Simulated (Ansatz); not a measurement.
**NbRu3C and the effect of the functional**

The cell as given:

```cif
data_structure
_symmetry_space_group_name_H-M 'Pm-3m'
_symmetry_Int_Tables_number 221
_cell_length_a 4.0651
_cell_length_b 4.0651
_cell_length_c 4.0651
_cell_angle_alpha 90.000
_cell_angle_beta 90.000
_cell_angle_gamma 90.000
_cell_volume 67.18
loop_
_atom_site_label
_atom_site_type_symbol
_atom_site_symmetry_multiplicity
_atom_site_Wyckoff_symbol
_atom_site_fract_x
_atom_site_fract_y
_atom_site_fract_z
_atom_site_occupancy
Ru1 Ru 3 c 0.50000 0.50000 0.00000 1
Nb1 Nb 1 a 0.00000 0.00000 0.00000 1
C1 C 1 b 0.50000 0.50000 0.50000 1
```

The cell comes from a database or a generator and needn't be the stable form of this composition.

Kept alike: task relaxation of cell and atoms; k mesh 7 × 7 × 7; occupations fermi-dirac, width 0.05 eV; no spin polarisation. Program: Ansatz, Ansatz PAW. Cutoffs run from 420 to 500 eV. The mesh is that of the run's cell of 5 atoms. No spin-orbit coupling.

| run | volume (Å³/atom) |
| --- | --- |
| A | 13.274 |
| B | 13.084 |
| C | 12.884 |
| D | 12.662 |

The relaxations keep at least the cell's symmetry (Pm-3m). For a metal such a mesh leaves the last digits unconverged. Relaxations stop with a little pressure left, so the last digits of a volume or edge aren't settled. Ansatz's relaxations hold a Pulay term in the stress (up to 0.1 GPa here). All rows use potentials made for PBE.

**Question.** The runs differ in the functional (and the cutoff that goes with it) alone: LDA; PBE; PBEsol; r2SCAN. Which run is which?

**Answer.** Run A is PBE; run B is r2SCAN; run C is PBEsol; run D is LDA. The volume runs from 12.662 (LDA) to 13.274 Å³/atom (PBE). From PBE: LDA -0.612; PBEsol -0.390; r2SCAN -0.190.
